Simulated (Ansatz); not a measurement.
Ansatz input

```yaml
crystal:
  lattice:
    - [2.9887112133, 0.0, 0.0]
    - [-1.4943556066, 2.5882998353, 0.0]
    - [0.0, 0.0, 4.6399390237]
  atoms:
    - { symbol: Ge, position: [0.3333333333, 0.6666666667, 0.25] }
    - { symbol: Ge, position: [0.6666666667, 0.3333333333, 0.75] }
hamiltonian:
  xc: lda
  pseudopotentials:
    kind: paw_fr
    azcp:
      Ge: "pseudopotentials/Ge.paw.azcp"
basis:
  ecutwfc: 420
  fft_grid_basis: typed
kpoints:
  mp_grid: { grid: [12, 12, 7], shift: [0, 0, 0] }
magnetization:
  noncollinear: true
  spin_orbit: true
scf:
  occupations: { method: fermi_dirac, width: 0.1 }
output:
  write_density: true
  write_potential: true
  elf: true
  volumetric_format: npy
```

and its output:

```
Warning: the record states the generating functional pbe (its physics header spells it `PBE`), which answers neither for hamiltonian.xc's functional nor for the lda family's — results may be inconsistent (PPs are generated against a specific XC)
Engine: ansatz 0.2.0, x86_64-unknown-linux-gnu
Pseudopotentials: kind: paw_fr
Pseudopotential: Ge, paw_fr, valence charge 14, recommended cutoff 420 eV (normal) 
Functional definition: SPW92
  exchange = slater_x
  correlation = pw_c
non-collinear run that drives no moment, with spin-orbit: no starting moment large enough to seed its density (crystal.atoms[].spin), no starting occupations that ask for one, no magnetisation constraint and no magnetic field, so the semilocal B_xc is pinned to zero
Crystal: 2 atoms, lattice volume = 35.893 Å³
Basis set: ecut = 420 eV, 687 PW (Γ)
Bands: 36, of which v1, the nominal top of the filled ones, is band 28 counted from 1 (27 counted from 0)
Symmetry: 24 space group operations + 24 with time reversal
Magnetic group: BNS 194.264 (UNI 1494), of the structure as read, at distance tolerance 3.3e-5 Å
k-points: 76 of 1008
Projection manifold: j_resolved (fully-relativistic pseudo-atomic orbitals)
Non-local potential: Ge, projectors of the file, l = 0: 2, l = 1: 4, l = 2: 6, l = 3: 2
PAW form: soft (Blöchl's): semilocal exchange-correlation on the pseudo side does not see the compensation charge
PAW frozen core: Ge, regenerated for the run's functional, and the local potential with it (the file was generated under x = pbe(κ = 0.804, μ = 0.2195149727645171), c = pbe(β = 0.06672455060314922))
PAW one-centre angular grid: Ge, 590 points (default); XC on 64 Gauss nodes
Initial density: superposition of atomic densities (chi_scale 0.1, normalization cell)
Initial wavefunctions: pseudopotential atomic-orbital guess
Functional: x = slater, c = lda
SCF iter   1: F=—  HF=-8431.040021 eV  |F-HF|=—  |Δ(HF+E_count)|=         —  Δρ=1.02e-2  dr2=3.87e-2  dr2_m=0.00e0 (ungated)  ethr=3.10e-3  |M|=0.00e0 ∫|m|=0.00e0 μB  |m|>n=0.0e0 m-floor=0.0e0 τ_xc=0.0e0  β_m=0.30  ⟨swp⟩=6.8  Hψ=6217  notcnv=0  defer=2
SCF iter   2: F=—  HF=-8431.031581 eV  |F-HF|=—  |Δ(HF+E_count)|=   8.44e-3  Δρ=7.99e-3  dr2=2.34e-2  dr2_m=0.00e0 (ungated)  ethr=1.38e-4  |M|=0.00e0 ∫|m|=0.00e0 μB  |m|>n=0.0e0 m-floor=0.0e0 τ_xc=0.0e0  β_m=0.64  ⟨swp⟩=1.0  Hψ=1673  notcnv=0  defer=6
SCF iter   3: F=—  HF=-8431.023323 eV  |F-HF|=—  |Δ(HF+E_count)|=   8.26e-3  Δρ=1.04e-3  dr2=2.47e-4  dr2_m=0.00e0 (ungated)  ethr=8.34e-5  |M|=0.00e0 ∫|m|=0.00e0 μB  |m|>n=0.0e0 m-floor=0.0e0 τ_xc=0.0e0  β_m=0.68  ⟨swp⟩=2.2  Hψ=2471  notcnv=0  defer=6
SCF iter   4: F=—  HF=-8431.023402 eV  |F-HF|=—  |Δ(HF+E_count)|=   7.82e-5  Δρ=1.36e-4  dr2=4.78e-6  dr2_m=0.00e0 (ungated)  ethr=8.84e-7  |M|=0.00e0 ∫|m|=0.00e0 μB  |m|>n=0.0e0 m-floor=0.0e0 τ_xc=0.0e0  β_m=0.80  ⟨swp⟩=2.0  Hψ=2231  notcnv=0  defer=6
SCF iter   5: F=—  HF=-8431.023408 eV  |F-HF|=—  |Δ(HF+E_count)|=   6.20e-6  Δρ=1.21e-4  dr2=3.15e-6  dr2_m=0.00e0 (ungated)  ethr=1.71e-8  |M|=0.00e0 ∫|m|=0.00e0 μB  |m|>n=0.0e0 m-floor=0.0e0 τ_xc=0.0e0  β_m=0.70  ⟨swp⟩=2.0  Hψ=2385  notcnv=0  defer=10
SCF iter   6: F=-8431.023405 eV  HF=-8431.023405 eV  |F-HF|=8.42e-8  |Δ(HF+E_count)|=   2.62e-6  Δρ=1.63e-5  dr2=5.30e-8  dr2_m=0.00e0 (ungated)  ethr=3.57e-10  |M|=0.00e0 ∫|m|=0.00e0 μB  |m|>n=0.0e0 m-floor=0.0e0 τ_xc=0.0e0  ⟨swp⟩=3.0  Hψ=4688  notcnv=0
SCF 1 converged in 6 iterations: F = -8431.023405 eV  dr2 = 5.30e-8
SCF converged after 6 iterations
Magnetization: |M| = 0.0000 μB,  M = (+0.0000, +0.0000, +0.0000) μB
Absolute magnetization: 0.0000 μB (∫|m|)
  site 0: m = (+0.0000, +0.0000, +0.0000) μB, |m| = 0.0000 μB  (R = 1.19 Å)
  site 1: m = (+0.0000, +0.0000, +0.0000) μB, |m| = 0.0000 μB  (R = 1.19 Å)
Free energy (F): -8431.023405 eV
Harris-Foulkes:  -8431.023405 eV  (|F-HF|=8.42e-8)
Internal energy: -8430.996192 eV  (E = F + TS)
E sigma→0 (E₀):  -8431.009799 eV
Entropy (-TS):   -0.027213 eV (-13.606 meV/atom)
Fermi energy:    11.574025 eV
--- Per-component energies (eV) ---
  E_band       = -216.517507
  E_kinetic    = 223.113524
  E_local      = -4185.577407  (includes V_loc(G=0)·N_el)
  E_nonlocal   = 836.454774
  E_hartree    = 1830.520938
  E_xc         = -151.598675
  E_vxc        = -131.539431  (∫ρ·V_xc dr)
  E_paw        = -3875.447232  (= ΣΔE_a)
  E_vpaw       = -619.992049  (= ΣTr[D̂ρ^β])
  E_aug_tail   = 0.000498  (compensation charges beyond the density's cutoff)
  E_ewald      = -3112.290971
  E_core_change = 3.828358  (= ΣΔE_core)
  E_smearing   = -0.027213  (= −TS)
  E_closure    = -0.000000  (closes the sum)
  Σ components = -8431.023405   (vs F -8431.023405, Δ=0.00e0)
--- Band table (eV; the first three rows and the last of 76) ---
  k-point 0: bands = ["-13.6064", "-13.6064", "-13.6054", "-13.6054", "-13.6002", "-13.6002", "-13.5685", "-13.5685", "-13.0332", "-13.0332", "-13.0228", "-13.0228", "-13.0227", "-13.0227", "-13.0175", "-13.0175", "-12.9947", "-12.9947", "-12.9476", "-12.9476", "-2.0699", "-2.0699", "4.1361", "4.1361", "5.9371", "5.9371", "17.7115", "17.7115", "17.9898", "17.9898", "19.8662", "19.8662", "20.1715", "20.1715", "21.9356", "21.9356"]
  k-point 1: bands = ["-13.6064", "-13.6064", "-13.6034", "-13.6034", "-13.6007", "-13.6007", "-13.5701", "-13.5701", "-13.0378", "-13.0378", "-13.0266", "-13.0266", "-13.0159", "-13.0159", "-13.0138", "-13.0138", "-12.9926", "-12.9926", "-12.9509", "-12.9509", "-1.9278", "-1.9278", "2.9723", "2.9723", "7.3745", "7.3745", "17.8233", "17.8233", "18.1042", "18.1042", "19.7763", "19.7763", "20.1192", "20.1192", "20.6828", "20.6828"]
  k-point 2: bands = ["-13.6061", "-13.6061", "-13.6020", "-13.6020", "-13.5979", "-13.5979", "-13.5748", "-13.5748", "-13.0423", "-13.0423", "-13.0339", "-13.0339", "-13.0055", "-13.0055", "-13.0037", "-13.0037", "-12.9901", "-12.9901", "-12.9601", "-12.9601", "-1.5010", "-1.5010", "1.4756", "1.4756", "9.6863", "9.6863", "17.9830", "17.9830", "18.1447", "18.1447", "18.4331", "18.4331", "19.6176", "19.6176", "19.9057", "19.9057"]
  k-point 75: bands = ["-13.5958", "-13.5958", "-13.5878", "-13.5878", "-13.5787", "-13.5787", "-13.5650", "-13.5650", "-13.0387", "-13.0387", "-13.0029", "-13.0029", "-12.9933", "-12.9933", "-12.9860", "-12.9860", "-12.9773", "-12.9773", "-12.9507", "-12.9507", "5.3355", "5.3355", "5.3401", "5.3401", "7.8108", "7.8108", "7.8932", "7.8932", "8.5939", "8.5939", "9.5670", "9.5670", "18.0483", "18.0483", "18.1237", "18.1237"]
```
